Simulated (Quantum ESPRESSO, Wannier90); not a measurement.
# Wannierisation of GaBi (zinc blende)

Cell from Materials Project (mp-1018126), symmetrised, no further relaxation. Not found in the COD (Crystallography Open Database) copy used; not checked further. Level: LDA, no spin polarisation, no spin-orbit coupling; pw.x of Quantum ESPRESSO at 64 Ry with PseudoDojo potentials, 8×8×8 k-points, Wannier90. Density: 12×12×12 mesh, cold smearing 0.01 Ry. Spin-orbit coupling is left out although heavy elements are present.

Input w.win:

```
num_bands = 15
num_wann = 8
exclude_bands = 1-10
num_iter = 0
conv_tol = 1.0e-6
conv_window = 4
dis_num_iter = 1000
dis_conv_tol = 1.0e-6
dis_froz_max = 9.02
write_hr = true
write_u_matrices = true
begin projections
Ga: s;p
Bi: s;p
end projections
begin unit_cell_cart
ang
    0.0000000000    3.1826650000    3.1826650000
    3.1826650000    0.0000000000    3.1826650000
    3.1826650000    3.1826650000    0.0000000000
end unit_cell_cart
begin atoms_frac
Ga  -0.2500000000 -0.2500000000 -0.2500000000
Bi   0.0000000000  0.0000000000  0.0000000000
end atoms_frac
mp_grid = 8 8 8
begin kpoints
0.0000000000 0.0000000000 0.0000000000
0.0000000000 0.0000000000 0.1250000000
0.0000000000 0.0000000000 0.2500000000
... (509 more lines: the 8x8x8 mesh through Gamma)
end kpoints
```

On the energy scale of pw.x, whose zero is arbitrary, the Fermi level lies at 7.52 eV. Lines of w_hr.dat (R1 R2 R3 m n Re Im, eV) for R = 0 and one of the shortest lattice vectors, rounded to 0.01 eV, lines under 0.02 eV left out; orbitals in order: Ga1 s, Ga1 pz, Ga1 px, Ga1 py, Bi2 s, Bi2 pz, Bi2 px, Bi2 py.

```
    0    0    0    1    1     3.58     0.00
    0    0    0    5    1    -1.11     0.00
    0    0    0    6    1     1.09     0.00
    0    0    0    7    1     1.09     0.00
    0    0    0    8    1     1.09     0.00
    0    0    0    2    2     9.92     0.00
    0    0    0    5    2    -1.10     0.00
    0    0    0    6    2     0.10     0.00
    0    0    0    7    2     1.15     0.00
    0    0    0    8    2     1.15     0.00
    0    0    0    3    3     9.92     0.00
    0    0    0    5    3    -1.10     0.00
    0    0    0    6    3     1.15     0.00
    0    0    0    7    3     0.10     0.00
    0    0    0    8    3     1.15     0.00
    0    0    0    4    4     9.92     0.00
    0    0    0    5    4    -1.10     0.00
    0    0    0    6    4     1.15     0.00
    0    0    0    7    4     1.15     0.00
    0    0    0    8    4     0.10     0.00
    0    0    0    1    5    -1.11     0.00
    0    0    0    2    5    -1.10     0.00
    0    0    0    3    5    -1.10     0.00
    0    0    0    4    5    -1.10     0.00
    0    0    0    5    5    -1.61     0.00
    0    0    0    1    6     1.09     0.00
    0    0    0    2    6     0.10     0.00
    0    0    0    3    6     1.15     0.00
    0    0    0    4    6     1.15     0.00
    0    0    0    6    6     8.37     0.00
    0    0    0    1    7     1.09     0.00
    0    0    0    2    7     1.15     0.00
    0    0    0    3    7     0.10     0.00
    0    0    0    4    7     1.15     0.00
    0    0    0    7    7     8.37     0.00
    0    0    0    1    8     1.09     0.00
    0    0    0    2    8     1.15     0.00
    0    0    0    3    8     1.15     0.00
    0    0    0    4    8     0.10     0.00
    0    0    0    8    8     8.37     0.00
   -1    0    0    1    1    -0.04     0.00
   -1    0    0    3    1    -0.11     0.00
   -1    0    0    6    1     0.03     0.00
   -1    0    0    7    1    -0.05     0.00
   -1    0    0    8    1     0.03     0.00
   -1    0    0    2    2     0.13     0.00
   -1    0    0    3    2     0.05     0.00
   -1    0    0    6    2     0.06     0.00
   -1    0    0    7    2    -0.02     0.00
   -1    0    0    8    2     0.07     0.00
   -1    0    0    1    3    -0.11     0.00
   -1    0    0    2    3    -0.05     0.00
   -1    0    0    3    3    -0.31     0.00
   -1    0    0    4    3    -0.05     0.00
   -1    0    0    5    3     0.04     0.00
   -1    0    0    7    3    -0.07     0.00
   -1    0    0    3    4     0.05     0.00
   -1    0    0    4    4     0.13     0.00
   -1    0    0    6    4     0.07     0.00
   -1    0    0    7    4    -0.02     0.00
   -1    0    0    8    4     0.06     0.00
   -1    0    0    1    5    -1.11     0.00
   -1    0    0    2    5     1.10     0.00
   -1    0    0    3    5    -1.10     0.00
   -1    0    0    4    5     1.10     0.00
   -1    0    0    5    5    -0.03     0.00
   -1    0    0    7    5     0.08     0.00
   -1    0    0    1    6    -1.09     0.00
   -1    0    0    2    6     0.10     0.00
   -1    0    0    3    6    -1.15     0.00
   -1    0    0    4    6     1.15     0.00
   -1    0    0    6    6     0.12     0.00
   -1    0    0    7    6    -0.06     0.00
   -1    0    0    1    7     1.09     0.00
   -1    0    0    2    7    -1.15     0.00
   -1    0    0    3    7     0.10     0.00
   -1    0    0    4    7    -1.15     0.00
   -1    0    0    5    7     0.08     0.00
   -1    0    0    6    7     0.06     0.00
   -1    0    0    7    7    -0.29     0.00
   -1    0    0    8    7     0.06     0.00
   -1    0    0    1    8    -1.09     0.00
   -1    0    0    2    8     1.15     0.00
   -1    0    0    3    8    -1.15     0.00
   -1    0    0    4    8     0.10     0.00
   -1    0    0    7    8    -0.06     0.00
   -1    0    0    8    8     0.12     0.00
```
